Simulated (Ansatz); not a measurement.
The relaxed structure here is a generated cell of Be: the first start was made by placing the elements on the sites of a structure type, and the end was not matched to a known phase here, so it may be hypothetical. Known forms of Be include space group No. 194.

One starting cell of Be (a generated cell, Be built in the AFLOW prototype A_cI16_206_c (as in Si)) was relaxed twice with Ansatz (plane waves, PAW, scalar-relativistic): with PBEsol at 420 eV and with PBE at 420 eV. The PBEsol result:

```cif
data_Be8
_chemical_formula_sum 'Be8'
_space_group_name_H-M_alt 'P 1'
_space_group_IT_number 1
_cell_length_a 4.98093
_cell_length_b 4.98093
_cell_length_c 4.98093
_cell_angle_alpha 109.471
_cell_angle_beta 109.471
_cell_angle_gamma 109.471
loop_
_space_group_symop_operation_xyz
  'x, y, z'
loop_
_atom_site_label
_atom_site_type_symbol
_atom_site_fract_x
_atom_site_fract_y
_atom_site_fract_z
_atom_site_occupancy
Be1 Be 0.25855 0.25855 0.25855 1
Be2 Be 0.50000 0.00000 0.24145 1
Be3 Be 0.00000 0.24145 0.50000 1
Be4 Be 0.24145 0.50000 0.00000 1
Be5 Be 0.74145 0.74145 0.74145 1
Be6 Be 0.50000 0.00000 0.75855 1
Be7 Be 0.00000 0.75855 0.50000 1
Be8 Be 0.75855 0.50000 0.00000 1
```

| quantity | PBEsol | PBE |
|---|---|---|
| space group | Ia-3 | Ia-3 |
| volume (Å³/atom) | 11.89 | ? |
| a (Å) | 5.751 | ? |
| gap (eV, no spin-orbit coupling) | 0.00 | ? |

Problem. What does PBE give for the same quantities?

Solution. 
- volume (Å³/atom), PBE: 12.07
- a (Å), PBE: 5.780
- gap (eV, no spin-orbit coupling), PBE: 0.00

Both levels end in the same structure; PBE's volume is 1.5 % larger. Neither column is exact.

No spin polarisation in the result.

The run could not lower the symmetry of its start; a shaken copy of this end point relaxes with PBEsol to P6₃/mmc (No. 194), 1.44 eV/atom lower.

Ansatz is a quantum-chemistry and plane-wave program.
